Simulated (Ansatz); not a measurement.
Below is a relaxed structure of Ti3W2. The cell was found from a structure generator's guess, not taken from experiment.

Computed with Ansatz 0.2.0, DFT PBE, scalar-relativistic, plane waves, PAW. Cutoff 420 eV, Γ-centred mesh, Gaussian smearing, no spin polarisation.

```xyz
5
Lattice="0.0000 2.2886 11.2927 1.5939 0.0000 11.2927 1.5939 2.2886 0.0000" Properties=species:S:1:pos:R:3 pbc="T T T"
Ti    1.5939    2.2886   11.2927
Ti    1.5939    2.2886   15.7014
Ti    1.5939    2.2886    6.8840
W     1.5939    2.2886   20.3570
W     1.5939    2.2886    2.2283
```

Energies over the elements count from the elements' standard structures at the same level, with no fitted energy shifts.

Q: What space group does it have?

A: Fmmm (No. 69), with Ti and W ordered on bcc sites. Conventional cell: a = 3.188 Å, b = 4.577 Å, c = 22.585 Å. Ti on a site of symmetry mmm has 4 W at 2.74 Å, 4 Ti at 2.79 Å, 2 Ti at 3.19 Å and 4 W at 3.19 Å; Ti on a site of symmetry mm2 is surrounded by 2 W at 2.70 Å, 6 Ti at 2.79–2.94 Å, 2 W at 3.16 Å, 2 Ti at 3.19 Å and 2 Ti at 3.37 Å; W is surrounded by 4 Ti at 2.70–2.74 Å, 4 W at 2.79 Å, 4 Ti at 3.16–3.19 Å and 2 W at 3.19 Å.

Q: What is its formation energy per atom?

A: +0.02 eV/atom. The formation energy is too near zero to say whether this cell lies below the elements.

Q: Is it a metal?

A: Yes, bands cross the Fermi level on the 14×14×14 mesh.

The last run used a 14×14×14 mesh for its 5-atom cell and Gaussian smearing of 0.10 eV. The k mesh leaves some 4 meV/atom of noise in the energy of each metallic cell. Spin–orbit coupling, which can matter for W, is left out. The cell is a metal run without spin; a magnetic state may lie lower. A later test with randomly moved atoms ended 1 meV/atom lower on a coarse mesh, in C2/m at a loose tolerance, which is no clear verdict on its stability.
